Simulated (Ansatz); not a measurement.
The following input was run with Ansatz 0.2.0.

```yaml
crystal:
  lattice:
    - [5.0446807914, 0.0, 0.0]
    - [0.0, 2.9763567724, 0.0]
    - [0.0, 0.0, 5.6414406127]
  atoms:
    - { symbol: Fe, position: [0.9983262247, 0.75, 0.2012258167], spin: 0.41 }
    - { symbol: Fe, position: [0.0016737753, 0.25, 0.7987741833], spin: 0.41 }
    - { symbol: Fe, position: [0.5016737753, 0.25, 0.7012258167], spin: 0.41 }
    - { symbol: Fe, position: [0.4983262247, 0.75, 0.2987741833], spin: 0.41 }
    - { symbol: P, position: [0.8096696109, 0.75, 0.5668392331] }
    - { symbol: P, position: [0.1903303891, 0.25, 0.4331607669] }
    - { symbol: P, position: [0.6903303891, 0.25, 0.0668392331] }
    - { symbol: P, position: [0.3096696109, 0.75, 0.9331607669] }
basis:
  ecutwfc: 420
kpoints:
  mp_grid: { grid: [8, 12, 6] }
hamiltonian:
  xc: pbesol
scf:
  occupations: { method: gaussian, width: 0.1 }
output:
  forces: true
  stress: true
  eigenvalues: true
  populations: true
magnetization:
  spin_polarized: true
relax:
  adjacent_minimum: "off"
  f_tol: 0.01
  max_steps: 30
  cell: { stress_tol: 0.1, fix: [volume] }
```

Run as
```bash
ansatz run input.yaml --threads 2 --pin off --max-ram 5120MiB --backend cpu --events-out ev --progress --plain --runs-dir out
```

These are results of Ansatz, DFT PBEsol, scalar-relativistic, plane waves, PAW, not measurements.

Abridged output:

```
Pseudopotentials: kind: paw
Pseudopotential: Fe, paw, valence charge 16, recommended cutoff 420 eV (normal)
Pseudopotential: P, paw, valence charge 5, recommended cutoff 420 eV (normal)
Functional definition: PBEsol
Crystal: 8 atoms, lattice volume = 84.705 Å³
Basis set: ecut = 420 eV, 1655 PW (Γ), exchange–correlation on 72×40×80 points (8 copies of the dense FFT grid, shifted against one another)
Bands: 52, of which v1, the nominal top of the filled ones, is band 42 counted from 1 (41 counted from 0)
Symmetry: 8 space group operations
Space group: Pnma (ITA 62), of the structure as read, at distance tolerance 4.4e-5 Å
Magnetic group: BNS 62.441 (UNI 539), of the structure as read, at distance tolerance 4.4e-5 Å
k-points: 140 of 576
Initial density: superposition of atomic densities (chi_scale 0.1, normalization cell)
Starting moments: Σ|m| = 1.64 μB on 4 of 8 sites
Initial wavefunctions: pseudopotential atomic-orbital guess
Functional: x = pbesol(κ = 0.804, μ = 0.12345679), c = pbesol(β = 0.046)
SCF iter   1: F=—  HF=-20756.096733 eV  |F-HF|=—  |Δ(HF+E_count)|=         —  Δρ=6.07e-2 (↑5.54e-2 ↓6.07e-2) dr2=6.12e0  dr2_m=1.71e-1  M=1.536 μB ∫|m|=1.716 μB  β_m=0.30  ethr=3.10e-3  ⟨swp⟩=7.1  Hψ=57546  notcnv=0  defer=13
Mixer restart at iter 1: flushing history
spin=Collinear: Kerker preconditioning applied to the charge; magnetization (m = ρ↑ − ρ↓) channel mixes plain (no charge-response kernel on spin).
SCF iter   2: F=—  HF=-20754.246968 eV  |F-HF|=—  |Δ(HF+E_count)|=    1.85e0  Δρ=2.56e-2 (↑2.33e-2 ↓2.56e-2) dr2=9.80e-1  dr2_m=1.04e-1  M=1.551 μB ∫|m|=1.750 μB  β_m=0.35  ethr=3.10e-3  ⟨swp⟩=2.2  Hψ=23323  notcnv=0  defer=921
SCF iter   3: F=—  HF=-20757.351628 eV  |F-HF|=—  |Δ(HF+E_count)|=    3.10e0  Δρ=1.84e-2 (↑1.84e-2 ↓1.83e-2) dr2=1.01e0  dr2_m=4.55e-2  M=1.527 μB ∫|m|=1.751 μB  β_m=0.68  ethr=1.17e-3  ⟨swp⟩=2.0  Hψ=16291  notcnv=0  defer=920
SCF iter   4: F=—  HF=-20761.655661 eV  |F-HF|=—  |Δ(HF+E_count)|=    4.30e0  Δρ=1.21e-2 (↑1.06e-2 ↓1.21e-2) dr2=6.66e-1  dr2_m=7.63e-4  M=1.422 μB ∫|m|=1.701 μB  β_m=0.84  ethr=1.17e-3  ⟨swp⟩=3.0  Hψ=25420  notcnv=0  defer=920
SCF iter   5: F=—  HF=-20761.536175 eV  |F-HF|=—  |Δ(HF+E_count)|=   1.19e-1  Δρ=1.07e-2 (↑1.07e-2 ↓9.38e-3) dr2=2.65e-1  dr2_m=4.08e-4  M=1.362 μB ∫|m|=1.624 μB  β_m=0.92  ethr=7.93e-4  ⟨swp⟩=2.9  Hψ=26602  notcnv=0  defer=943
SCF iter   6: F=—  HF=-20761.602046 eV  |F-HF|=—  |Δ(HF+E_count)|=         —  Δρ=5.62e-3 (↑5.62e-3 ↓4.63e-3) dr2=7.53e-2  dr2_m=2.31e-4  M=1.366 μB ∫|m|=1.616 μB  β_m=0.92  ethr=3.16e-4  ⟨swp⟩=2.0  Hψ=19334  notcnv=0  defer=943
Mixer restart at iter 6: flushing history
SCF iter   7: F=—  HF=-20761.624299 eV  |F-HF|=—  |Δ(HF+E_count)|=   2.23e-2  Δρ=7.25e-3 (↑7.25e-3 ↓6.92e-3) dr2=1.03e-1  dr2_m=2.77e-5  M=1.371 μB ∫|m|=1.619 μB  β_m=0.63  ethr=8.97e-5  ⟨swp⟩=2.1  Hψ=27156  notcnv=0  defer=943
SCF iter   8: F=—  HF=-20761.601743 eV  |F-HF|=—  |Δ(HF+E_count)|=   2.26e-2  Δρ=1.76e-3 (↑1.76e-3 ↓1.75e-3) dr2=5.24e-3  dr2_m=6.95e-7  M=1.368 μB ∫|m|=1.616 μB  β_m=0.83  ethr=8.97e-5  ⟨swp⟩=2.2  Hψ=24144  notcnv=0  defer=945
SCF iter   9: F=—  HF=-20761.600893 eV  |F-HF|=—  |Δ(HF+E_count)|=   8.50e-4  Δρ=8.24e-4 (↑7.58e-4 ↓8.24e-4) dr2=1.37e-3  dr2_m=1.09e-6  M=1.366 μB ∫|m|=1.612 μB  β_m=0.91  ethr=6.24e-6  ⟨swp⟩=2.3  Hψ=20891  notcnv=0  defer=945
SCF iter  10: F=—  HF=-20761.600810 eV  |F-HF|=—  |Δ(HF+E_count)|=   8.30e-5  Δρ=8.92e-5 (↑4.38e-5 ↓8.92e-5) dr2=8.99e-6  dr2_m=4.98e-7  M=1.365 μB ∫|m|=1.611 μB  β_m=0.96  ethr=1.63e-6  ⟨swp⟩=2.1  Hψ=19536  notcnv=0  defer=945
SCF iter  11: F=—  HF=-20761.600805 eV  |F-HF|=—  |Δ(HF+E_count)|=   5.24e-6  Δρ=1.92e-5 (↑1.92e-5 ↓1.12e-5) dr2=5.78e-7  dr2_m=1.63e-8  M=1.365 μB ∫|m|=1.610 μB  β_m=0.98  ethr=1.07e-8  ⟨swp⟩=2.0  Hψ=26368  notcnv=0  defer=945
SCF iter  12: F=—  HF=-20761.600805 eV  |F-HF|=—  |Δ(HF+E_count)|=   3.19e-8  Δρ=2.53e-6 (↑1.69e-6 ↓2.53e-6) dr2=1.32e-8  dr2_m=2.08e-10  M=1.365 μB ∫|m|=1.610 μB  β_m=0.99  ethr=6.88e-10  ⟨swp⟩=2.0  Hψ=20289  notcnv=0  defer=945
SCF iter  13: F=-20761.600805 eV  HF=-20761.600805 eV  |F-HF|=3.82e-10  |Δ(HF+E_count)|=   2.77e-9  Δρ=5.08e-7 (↑5.08e-7 ↓4.66e-7) dr2=6.72e-10  dr2_m=6.64e-12  M=1.365 μB ∫|m|=1.610 μB  ethr=1.57e-11  ⟨swp⟩=7.7  Hψ=51765  notcnv=0
SCF 1 converged in 13 iterations: F = -20761.600805 eV  dr2 = 6.72e-10
relax step   1: F+E_penalty+E_count = -20761.60080500 eV  Δ(F+E_penalty+E_count) = +0.000e0 eV  max|allowed force component| = 8.474e-2 eV/Å  Δτ_max = 0.0000 Å  P = +8.119 GPa  Ω = 84.705 Å³  fix = [volume]  reactions: volume +8.119 GPa (13 SCF iters, dr2 threshold 1.00e-7 eV, accepted)
Initial density: handed on by an earlier stage of this run
Starting moments: Σ|m| = 1.64 μB on 4 of 8 sites; this step starts from the density that it was given
Initial wavefunctions: those handed on with the density
SCF iter   1: F=—  HF=-20761.604864 eV  |F-HF|=—  |Δ(HF+E_count)|=         —  Δρ=7.09e-4 (↑6.25e-4 ↓7.09e-4) dr2=7.38e-4  dr2_m=8.08e-5  M=1.359 μB ∫|m|=1.605 μB  β_m=0.65  ethr=8.63e-7  ⟨swp⟩=2.2  Hψ=61743  notcnv=0
spin=Collinear: Kerker preconditioning applied to the charge; magnetization (m = ρ↑ − ρ↓) channel mixes plain (no charge-response kernel on spin).
SCF iter   2: F=—  HF=-20761.604694 eV  |F-HF|=—  |Δ(HF+E_count)|=   1.70e-4  Δρ=3.49e-4 (↑3.49e-4 ↓2.93e-4) dr2=1.76e-4  dr2_m=1.49e-5  M=1.358 μB ∫|m|=1.604 μB  β_m=0.54  ethr=8.63e-7  ⟨swp⟩=2.2  Hψ=21679  notcnv=0
SCF iter   3: F=—  HF=-20761.604731 eV  |F-HF|=—  |Δ(HF+E_count)|=   3.73e-5  Δρ=1.47e-4 (↑1.36e-4 ↓1.47e-4) dr2=3.91e-5  dr2_m=3.63e-6  M=1.359 μB ∫|m|=1.605 μB  β_m=0.56  ethr=2.09e-7  ⟨swp⟩=2.4  Hψ=25926  notcnv=0
SCF iter   4: F=—  HF=-20761.604727 eV  |F-HF|=—  |Δ(HF+E_count)|=   3.43e-6  Δρ=6.73e-5 (↑4.37e-5 ↓6.73e-5) dr2=9.69e-6  dr2_m=2.74e-7  M=1.359 μB ∫|m|=1.605 μB  β_m=0.78  ethr=4.65e-8  ⟨swp⟩=2.0  Hψ=20856  notcnv=0
SCF iter   5: F=—  HF=-20761.604739 eV  |F-HF|=—  |Δ(HF+E_count)|=   1.19e-5  Δρ=2.71e-5 (↑1.10e-5 ↓2.71e-5) dr2=1.20e-6  dr2_m=1.17e-7  M=1.360 μB ∫|m|=1.606 μB  β_m=0.89  ethr=1.15e-8  ⟨swp⟩=2.0  Hψ=21864  notcnv=0
SCF iter   6: F=—  HF=-20761.604740 eV  |F-HF|=—  |Δ(HF+E_count)|=   8.56e-7  Δρ=1.12e-5 (↑1.12e-5 ↓4.89e-6) dr2=1.08e-7  dr2_m=1.09e-8  M=1.360 μB ∫|m|=1.606 μB  β_m=0.94  ethr=1.43e-9  ⟨swp⟩=2.8  Hψ=30028  notcnv=0
SCF iter   7: F=-20761.604740 eV  HF=-20761.604740 eV  |F-HF|=5.11e-9  |Δ(HF+E_count)|=   1.71e-8  Δρ=1.87e-6 (↑1.87e-6 ↓8.18e-7) dr2=3.65e-9  dr2_m=2.86e-10  M=1.360 μB ∫|m|=1.606 μB  ethr=1.29e-10  ⟨swp⟩=1.8  Hψ=41291  notcnv=0
SCF 2 converged in 7 iterations: F = -20761.604740 eV  dr2 = 3.65e-9
relax step   2: F+E_penalty+E_count = -20761.60474017 eV  Δ(F+E_penalty+E_count) = -3.935e-3 eV  max|allowed force component| = 3.742e-2 eV/Å  Δτ_max = 0.0046 Å  P = +7.741 GPa  Ω = 84.705 Å³  energy of the carried Pulay correction = +1.868e-17 eV  fix = [volume]  reactions: volume +7.741 GPa (7 SCF iters, dr2 threshold 8.00e-7 eV, accepted)
SCF iter   1: F=—  HF=-20761.605383 eV  |F-HF|=—  |Δ(HF+E_count)|=         —  Δρ=4.94e-4 (↑3.27e-4 ↓4.94e-4) dr2=1.81e-4  dr2_m=4.18e-5  M=1.354 μB ∫|m|=1.600 μB  β_m=0.65  ethr=2.03e-7  ⟨swp⟩=2.4  Hψ=59946  notcnv=0
   ...
spin=Collinear: Kerker preconditioning applied to the charge; magnetization (m = ρ↑ − ρ↓) channel mixes plain (no charge-response kernel on spin).
SCF iter   2: F=—  HF=-20761.605354 eV  |F-HF|=—  |Δ(HF+E_count)|=   2.95e-5  Δρ=2.46e-4 (↑1.64e-4 ↓2.46e-4) dr2=4.20e-5  dr2_m=9.07e-6  M=1.355 μB ∫|m|=1.601 μB  β_m=0.65  ethr=3.12e-7  ⟨swp⟩=2.0  Hψ=26072  notcnv=0
SCF iter   3: F=—  HF=-20761.605352 eV  |F-HF|=—  |Δ(HF+E_count)|=   2.20e-6  Δρ=2.35e-5 (↑2.35e-5 ↓2.32e-5) dr2=1.08e-6  dr2_m=3.58e-8  M=1.356 μB ∫|m|=1.601 μB  β_m=0.77  ethr=5.00e-8  ⟨swp⟩=2.7  Hψ=27235  notcnv=0
SCF iter   4: F=—  HF=-20761.605352 eV  |F-HF|=—  |Δ(HF+E_count)|=   2.75e-7  Δρ=6.28e-6 (↑5.05e-6 ↓6.28e-6) dr2=6.76e-8  dr2_m=1.27e-9  M=1.356 μB ∫|m|=1.601 μB  β_m=0.76  ethr=1.29e-9  ⟨swp⟩=2.0  Hψ=21961  notcnv=0
SCF iter   5: F=—  HF=-20761.605352 eV  |F-HF|=—  |Δ(HF+E_count)|=   2.15e-8  Δρ=6.08e-6 (↑6.08e-6 ↓4.10e-6) dr2=5.35e-8  dr2_m=1.13e-9  M=1.356 μB ∫|m|=1.601 μB  β_m=0.65  ethr=8.04e-11  ⟨swp⟩=2.0  Hψ=26042  notcnv=0
SCF iter   6: F=—  HF=-20761.605352 eV  |F-HF|=—  |Δ(HF+E_count)|=   1.85e-9  Δρ=1.03e-6 (↑1.03e-6 ↓7.13e-7) dr2=2.35e-9  dr2_m=3.86e-11  M=1.356 μB ∫|m|=1.601 μB  β_m=0.83  ethr=6.37e-11  ⟨swp⟩=2.9  Hψ=26105  notcnv=0
SCF iter   7: F=-20761.605352 eV  HF=-20761.605352 eV  |F-HF|=2.06e-9  |Δ(HF+E_count)|=   3.36e-9  Δρ=8.46e-7 (↑6.15e-7 ↓8.46e-7) dr2=2.14e-9  dr2_m=1.78e-11  M=1.356 μB ∫|m|=1.601 μB  ethr=2.80e-12  ⟨swp⟩=1.8  Hψ=40584  notcnv=0
SCF 4 converged in 7 iterations: F = -20761.605352 eV  dr2 = 2.14e-9
relax step   4: F+E_penalty+E_count = -20761.60535171 eV  Δ(F+E_penalty+E_count) = +1.266e-5 eV  max|allowed force component| = 1.478e-2 eV/Å  Δτ_max = 0.0039 Å  P = +7.548 GPa  Ω = 84.705 Å³  fix = [volume]  (7 SCF iters, dr2 threshold 1.94e-8 eV, rejected (line search))
SCF iter   1: F=—  HF=-20761.605456 eV  |F-HF|=—  |Δ(HF+E_count)|=         —  Δρ=3.65e-4 (↑2.24e-4 ↓3.65e-4) dr2=7.47e-5  dr2_m=1.67e-5  M=1.354 μB ∫|m|=1.600 μB  β_m=0.65  ethr=8.60e-8  ⟨swp⟩=2.1  Hψ=59423  notcnv=0
spin=Collinear: Kerker preconditioning applied to the charge; magnetization (m = ρ↑ − ρ↓) channel mixes plain (no charge-response kernel on spin).
SCF iter   2: F=—  HF=-20761.605446 eV  |F-HF|=—  |Δ(HF+E_count)|=   9.86e-6  Δρ=1.26e-4 (↑8.52e-5 ↓1.26e-4) dr2=1.17e-5  dr2_m=2.38e-6  M=1.354 μB ∫|m|=1.600 μB  β_m=0.65  ethr=8.60e-8  ⟨swp⟩=2.0  Hψ=26275  notcnv=0
SCF iter   3: F=—  HF=-20761.605446 eV  |F-HF|=—  |Δ(HF+E_count)|=   8.03e-7  Δρ=1.66e-5 (↑1.48e-5 ↓1.66e-5) dr2=5.13e-7  dr2_m=8.74e-9  M=1.354 μB ∫|m|=1.600 μB  β_m=0.69  ethr=1.39e-8  ⟨swp⟩=2.4  Hψ=25544  notcnv=0
SCF iter   4: F=—  HF=-20761.605446 eV  |F-HF|=—  |Δ(HF+E_count)|=   1.65e-7  Δρ=1.47e-5 (↑1.47e-5 ↓1.04e-5) dr2=3.29e-7  dr2_m=5.24e-9  M=1.354 μB ∫|m|=1.600 μB  β_m=0.58  ethr=6.11e-10  ⟨swp⟩=2.0  Hψ=25252  notcnv=0
SCF iter   5: F=—  HF=-20761.605445 eV  |F-HF|=—  |Δ(HF+E_count)|=   1.34e-8  Δρ=2.75e-6 (↑2.75e-6 ↓2.01e-6) dr2=1.18e-8  dr2_m=7.43e-10  M=1.354 μB ∫|m|=1.600 μB  β_m=0.79  ethr=3.92e-10  ⟨swp⟩=2.9  Hψ=25944  notcnv=0
SCF iter   6: F=—  HF=-20761.605446 eV  |F-HF|=—  |Δ(HF+E_count)|=   1.61e-8  Δρ=8.49e-7 (↑6.76e-7 ↓8.49e-7) dr2=2.30e-9  dr2_m=1.64e-11  M=1.354 μB ∫|m|=1.600 μB  β_m=0.82  ethr=1.40e-11  ⟨swp⟩=2.0  Hψ=21888  notcnv=0
SCF iter   7: F=—  HF=-20761.605446 eV  |F-HF|=—  |Δ(HF+E_count)|=   1.57e-9  Δρ=2.93e-7 (↑2.20e-7 ↓2.93e-7) dr2=1.73e-10  dr2_m=2.23e-11  M=1.354 μB ∫|m|=1.600 μB  β_m=0.91  ethr=2.74e-12  ⟨swp⟩=2.0  Hψ=21763  notcnv=0
SCF iter   8: F=-20761.605446 eV  HF=-20761.605446 eV  |F-HF|=1.46e-11  |Δ(HF+E_count)|=  9.46e-11  Δρ=1.00e-7 (↑1.00e-7 ↓6.75e-8) dr2=1.51e-11  dr2_m=2.99e-13  M=1.354 μB ∫|m|=1.600 μB  ethr=1.00e-12  ⟨swp⟩=2.6  Hψ=47141  notcnv=0
SCF 5 converged in 8 iterations: F = -20761.605446 eV  dr2 = 1.51e-11
relax step   5: F+E_penalty+E_count = -20761.60544552 eV  Δ(F+E_penalty+E_count) = -8.114e-5 eV  max|allowed force component| = 1.602e-3 eV/Å  Δτ_max = 0.0019 Å  P = +7.541 GPa  Ω = 84.705 Å³  energy of the carried Pulay correction = +3.737e-17 eV  fix = [volume]  reactions: volume +7.541 GPa (8 SCF iters, accepted)
Initial wavefunctions: pseudopotential atomic-orbital guess (no wavefunctions were taken with the density)
SCF iter   1: F=—  HF=-20761.605512 eV  |F-HF|=—  |Δ(HF+E_count)|=         —  Δρ=5.21e-5 (↑5.21e-5 ↓4.40e-5) dr2=2.05e-7  dr2_m=1.53e-8  M=1.354 μB ∫|m|=1.600 μB  β_m=0.65  ethr=1.57e-7  ⟨swp⟩=3.0  Hψ=94224  notcnv=0
spin=Collinear: Kerker preconditioning applied to the charge; magnetization (m = ρ↑ − ρ↓) channel mixes plain (no charge-response kernel on spin).
SCF iter   2: F=—  HF=-20761.605518 eV  |F-HF|=—  |Δ(HF+E_count)|=   5.79e-6  Δρ=1.86e-5 (↑1.86e-5 ↓1.57e-5) dr2=2.48e-8  dr2_m=1.87e-9  M=1.354 μB ∫|m|=1.600 μB  β_m=0.65  ethr=2.44e-10  ⟨swp⟩=2.1  Hψ=25920  notcnv=0
SCF iter   3: F=—  HF=-20761.605518 eV  |F-HF|=—  |Δ(HF+E_count)|=   4.99e-7  Δρ=1.13e-6 (↑8.38e-7 ↓1.13e-6) dr2=2.32e-9  dr2_m=3.37e-11  M=1.354 μB ∫|m|=1.600 μB  β_m=0.82  ethr=2.96e-11  ⟨swp⟩=1.0  Hψ=14560  notcnv=0
SCF iter   4: F=—  HF=-20761.605518 eV  |F-HF|=—  |Δ(HF+E_count)|=   4.75e-9  Δρ=4.88e-7 (↑4.59e-7 ↓4.88e-7) dr2=4.38e-10  dr2_m=5.30e-11  M=1.354 μB ∫|m|=1.600 μB  β_m=0.91  ethr=2.76e-12  ⟨swp⟩=2.9  Hψ=26509  notcnv=0
SCF iter   5: F=—  HF=-20761.605518 eV  |F-HF|=—  |Δ(HF+E_count)|=   1.15e-9  Δρ=8.60e-7 (↑6.50e-7 ↓8.60e-7) dr2=1.74e-9  dr2_m=1.14e-11  M=1.354 μB ∫|m|=1.600 μB  β_m=0.88  ethr=1.00e-12  ⟨swp⟩=2.0  Hψ=24290  notcnv=0  recentre
SCF iter   6: F=—  HF=-20761.605518 eV  |F-HF|=—  |Δ(HF+E_count)|=  8.00e-10  Δρ=2.26e-7 (↑1.11e-7 ↓2.26e-7) dr2=9.65e-11  dr2_m=3.70e-12  M=1.354 μB ∫|m|=1.600 μB  β_m=0.94  ethr=1.00e-12  ⟨swp⟩=2.8  Hψ=30108  notcnv=0
SCF iter   7: F=-20761.605518 eV  HF=-20761.605518 eV  |F-HF|=1.71e-10  |Δ(HF+E_count)|=  5.82e-11  Δρ=2.47e-7 (↑2.19e-7 ↓2.47e-7) dr2=1.73e-10  dr2_m=2.55e-13  M=1.354 μB ∫|m|=1.600 μB  ethr=1.00e-12  ⟨swp⟩=2.5  Hψ=46393  notcnv=0
SCF 6 converged in 7 iterations: F = -20761.605518 eV  dr2 = 1.73e-10
WARN: an SCF from antiferromagnetic starting moments (0.41, -0.41, -0.41, 0.41, 0.00, 0.00, 0.00, 0.00 Bohr magnetons, atom by atom) was not made, by what the run has read of turns of its moments that order reads lower: the deck asks for what bars it, or types moments that do (magnetization.spin_polarized, in the input reference, names some of the keys), or the run goes by scf.lower_state_search: light, the default, which as a rule tries one only behind a close that has lost an order of both signs, or on which an open d or half-filled 4f shell of a PAW file has lost a moment that was set nearer to Hund's than to what is left; or, under a Hubbard U, one that names an f shell that the input le ...
SCF converged after 7 iterations
Magnetization: 1.3543 μB (42.6771 up, 41.3229 down)
Absolute magnetization: 1.5998 μB (∫|ρ↑−ρ↓|, with the PAW one-centre terms)
Spin contamination: 0.0183 ħ² per cell (⟨S²⟩ above its minimum at these occupations)
Per-site moments (μB) at R_I (Å): [(0.35254716, 0.90256060), (0.35254716, 0.90256060), (0.35254716, 0.90256060), (0.35254716, 0.90256060), (-0.01383775, 0.90256060), (-0.01383775, 0.90256060), (-0.01383775, 0.90256060), (-0.01383775, 0.90256060)]
Free energy (F): -20761.605518 eV
Harris-Foulkes:  -20761.605518 eV  (|F-HF|=1.71e-10)
Internal energy: -20761.591753 eV  (E = F + TS)
E sigma→0 (E₀):  -20761.598635 eV
Entropy (-TS):   -0.013765 eV (-1.721 meV/atom)
Fermi energy:    18.120783 eV
--- Per-component energies (eV) ---
  E_band       = -686.425299
  E_kinetic    = 1748.250729
  E_local      = -10131.495776  (includes V_loc(G=0)·N_el)
  E_nonlocal   = 990.907273
  E_hartree    = 4396.917250
  E_xc         = -735.907608
  E_vxc        = -879.575057  (∫ρ·V_xc dr)
  E_paw        = -7548.504275  (= ΣΔE_a)
  E_vpaw       = -1208.352071  (= ΣTr[D̂ρ^β])
  E_aug_tail   = 0.003393  (compensation charges beyond the density's cutoff)
  E_ewald      = -9482.663930
  E_core_change = 0.901191  (= ΣΔE_core)
  E_smearing   = -0.013765  (= −TS)
--- Forces (eV/Å), atoms counted from 1 ---
  atom   1  Fe    -0.00157811     0.00000000     0.00105235
  atom   2  Fe     0.00157811     0.00000000    -0.00105235
  atom   3  Fe     0.00157811     0.00000000     0.00105235
  atom   4  Fe    -0.00157811     0.00000000    -0.00105235
  atom   5  P     -0.00122997     0.00000000     0.00028454
  atom   6  P      0.00122997     0.00000000    -0.00028454
  atom   7  P      0.00122997     0.00000000     0.00028454
  atom   8  P     -0.00122997     0.00000000    -0.00028454
--- Stress (GPa, compression-positive) ---
        7.563280       0.000000       0.000000
        0.000000       7.513352       0.000000
        0.000000       0.000000       7.548158
  P = ⅓ Tr σ = 7.5416 GPa (75.416 kbar)
--- Band table (eV; the first three rows and the last of 280) ---
  k-point 0 ↑: bands = ["-68.7791", "-68.7687", "-68.7594", "-68.7489", "-35.1345", "-35.1303", "-35.0835", "-35.0639", "-35.0563", "-35.0440", "-35.0369", "-34.9935", "-34.9746", "-34.9086", "-34.8660", "-34.8473", "2.2569", "4.7453", "6.9532", "7.0810", "9.9282", "10.0933", "12.1501", "12.8433", "13.0262", "14.0265", "14.0370", "14.1647", "14.4142", "14.7285", "15.3840", "15.4683", "15.9927", "16.0286", "16.0356", "16.1062", "16.6140", "16.8967", "17.2393", "17.2820", "17.3074", "17.7057", "17.7149", "18.3886", "19.6653", "20.0323", "21.3806", "21.7100", "21.8062", "21.8547", "22.6310", "23.8153"]
  k-point 1 ↑: bands = ["-68.7787", "-68.7700", "-68.7581", "-68.7494", "-35.1341", "-35.1305", "-35.0827", "-35.0670", "-35.0532", "-35.0417", "-35.0377", "-35.0016", "-34.9658", "-34.9126", "-34.8641", "-34.8483", "2.3695", "4.4588", "7.0804", "7.1115", "9.6103", "10.7755", "11.6156", "12.8954", "13.2086", "14.0828", "14.1150", "14.2611", "14.4315", "14.7454", "15.2688", "15.5436", "15.8504", "15.8586", "16.0250", "16.3312", "16.5655", "16.6008", "16.8180", "17.3016", "17.5742", "17.5774", "18.1516", "18.4662", "19.5993", "20.1124", "21.2711", "21.5961", "21.6030", "22.3157", "22.3207", "24.0031"]
  k-point 2 ↑: bands = ["-68.7773", "-68.7726", "-68.7554", "-68.7507", "-35.1332", "-35.1311", "-35.0803", "-35.0719", "-35.0483", "-35.0401", "-35.0353", "-35.0141", "-34.9513", "-34.9228", "-34.8599", "-34.8512", "2.6985", "3.8481", "7.1890", "7.2458", "9.6249", "10.7722", "11.7872", "13.0869", "13.1222", "14.2293", "14.3722", "14.4503", "14.4604", "14.5055", "14.8979", "15.5065", "15.7428", "15.8715", "16.0817", "16.1254", "16.4365", "16.5324", "16.6242", "17.2701", "17.3623", "17.5365", "18.6763", "18.9993", "19.3271", "20.3763", "20.6471", "21.5710", "21.7230", "22.0441", "22.8984", "23.8656"]
  k-point 139 ↓: bands = ["-68.3462", "-68.3462", "-68.3462", "-68.3462", "-34.7132", "-34.7132", "-34.7132", "-34.7132", "-34.6292", "-34.6292", "-34.6292", "-34.6292", "-34.5195", "-34.5195", "-34.5195", "-34.5195", "6.7245", "6.7245", "6.7245", "6.7245", "10.2260", "10.2260", "10.2260", "10.2260", "13.8364", "13.8364", "13.8364", "13.8364", "14.3813", "14.3813", "14.3813", "14.3813", "16.0656", "16.0656", "16.0656", "16.0656", "17.2979", "17.2979", "17.2979", "17.2979", "18.4202", "18.4202", "18.4202", "18.4202", "20.5232", "20.5232", "20.5232", "20.5232", "21.6458", "21.6458", "21.6458", "21.6458"]
--- Relaxed structure (5 steps of the walk, 4 accepted, 1 SCFs on fresh bases) ---
  F+E_penalty+E_count = -20761.60551805 eV   max|allowed force component| = 1.578e-3 eV/Å   (the final SCF, on the basis selected at the relaxed cell)
  cell:  # Å, volume = 84.7049 Å³
    - [5.05596184, 0.0, 0.0]
    - [0.0, 2.96099311, 0.0]
    - [0.0, 0.0, 5.65805955]
  atoms:
    - { symbol: Fe, position: [0.99723090, 0.75000000, 0.20072016] }
    - { symbol: Fe, position: [0.00276909, 0.25, 0.79927983] }
    - { symbol: Fe, position: [0.50276909, 0.25, 0.70072016] }
    - { symbol: Fe, position: [0.49723090, 0.75000000, 0.29927983] }
    - { symbol: P, position: [0.81067165, 0.75000000, 0.56591816] }
    - { symbol: P, position: [0.18932834, 0.25, 0.43408183] }
    - { symbol: P, position: [0.68932834, 0.25, 0.06591816] }
    - { symbol: P, position: [0.31067165, 0.75000000, 0.93408183] }
--- Löwdin populations: 8 sites ---
  site symbol q [e]    m [muB]
     0     Fe     15.8289     0.3650
     1     Fe     15.8289     0.3650
     2     Fe     15.8289     0.3650
     3     Fe     15.8289     0.3650
     4      P      4.8626    -0.0167
     5      P      4.8626    -0.0167
     6      P      4.8626    -0.0167
     7      P      4.8626    -0.0167
  spilling = 0.014691 (of n_electrons = 84.000000)
```

The relaxation met its thresholds.

The run took 10 min on 2 threads of Arm Neoverse N1 (shared host), peak memory 1 GiB.

The state reached may not be the lowest one. The program reads another magnetic order as possibly lower.